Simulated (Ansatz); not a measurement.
# BaTiO3: all-electron results

```yaml
crystal:
  lattice:
    - [4.00730, 0.00000, 0.00000]
    - [0.00000, 4.00730, 0.00000]
    - [0.00000, 0.00000, 4.00730]
  atoms:
    - { symbol: Ba, position: [0.50000, 0.50000, 0.50000] }
    - { symbol: Ti, position: [0.00000, 0.00000, 0.00000] }
    - { symbol: O, position: [0.50000, 0.00000, 0.00000] }
    - { symbol: O, position: [0.00000, 0.50000, 0.00000] }
    - { symbol: O, position: [0.00000, 0.00000, 0.50000] }
```

Atoms are numbered in the order listed.

The cell comes from COD entry 1507757, which wasn't checked; take it as a given geometry.

Spin–orbit coupling is left out, though it moves levels of the heavy atoms by tenths of an eV or more.

Levels of theory: DFT, LDA, all-electron LAPW, scalar-relativistic (Ansatz 0.2.0); DFT, LDA, PAW with Ansatz's default frozen-core files, scalar-relativistic (Ansatz 0.2.0); DFT, LDA, all-electron PAW with datasets made for the crystal, scalar-relativistic (Ansatz 0.2.0).

For LAPW: a Γ-centred 8×8×8 k mesh, Fermi–Dirac smearing of 0.05 eV, basis error target 1 meV/atom, no spin polarisation. PAW takes a cutoff of 420 eV at this cell (files made with PBE, cores remade for this functional). The crystal-made all-electron datasets (AE datasets) take a cutoff of 540 eV at this cell. The Ansatz runs share mesh, smearing and spin set-up. Values come from LAPW unless marked.

Spin–orbit coupling is left out, which moves gradients at and beside heavy atoms by some per cent and at worst by a factor of two.

| Quantity | Value |
| --- | --- |
| Smallest direct gap on the path | 1.82 eV |
| Band gap | 1.71 eV, indirect from R (0.5, 0.5, 0.5) to Γ |
| Bader charges (from the PAW run) | Ba1 +1.52, Ti2 +2.18, O3 -1.23 e |
| Löwdin charges (with 0.37 e of the cell spilling out of the atomic basis, so their sizes and signs hang on that basis) | Ba1 1.78, Ti2 1.19, O3 -0.87 e |
| Volume per atom | 12.87 Å³ |

(1) Give the computed value. Pressure at this cell.

(2) Predict this quantity. Field gradients Vzz (crystal-made datasets).

Answers

(1) -94.1 kbar.

(2) Ba1 0 (under 0.004), Ti2 0 (under 0.004), O3 2.20 (η = 0.00) in 10²¹ V/m².
